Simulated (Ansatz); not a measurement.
Here is the system:

SiO$_{2}$:
```yaml
crystal:
  lattice:
    - [4.23596, 0.00000, 0.00000]
    - [0.00000, 4.23596, 0.00000]
    - [0.00000, 0.00000, 2.69046]
  atoms:
    - { symbol: Si, position: [0.00000, 0.00000, 0.00000] }
    - { symbol: Si, position: [0.50000, 0.50000, 0.50000] }
    - { symbol: O, position: [0.30698, 0.30698, 0.00000] }
    - { symbol: O, position: [0.19302, 0.80698, 0.50000] }
    - { symbol: O, position: [0.69302, 0.69302, 0.00000] }
    - { symbol: O, position: [0.80698, 0.19302, 0.50000] }
```

This is the PBE-relaxed structure. x, y and z are the axes in which the lattice vectors are written.

All from DFT-PBE in the program Ansatz with PAW potentials, unless another level is named. Predict the highest zone-centre frequency (without LO–TO term).

904 cm^-1.

And the Young's modulus?

480 GPa.

Next, the elastic constants (relaxed ions, GPa)?

C11 = 386, C12 = 162, C13 = 177, C33 = 691, C44 = 227, C66 = 285.

Space group P4_2/mnm (rutile). This is a known high-pressure phase of the composition, computed here at zero pressure and temperature. The cell was relaxed with PBE under the symmetry of its start; phonons on a q-mesh show no instability.

Potentials: the later of the program's two PAW sets.
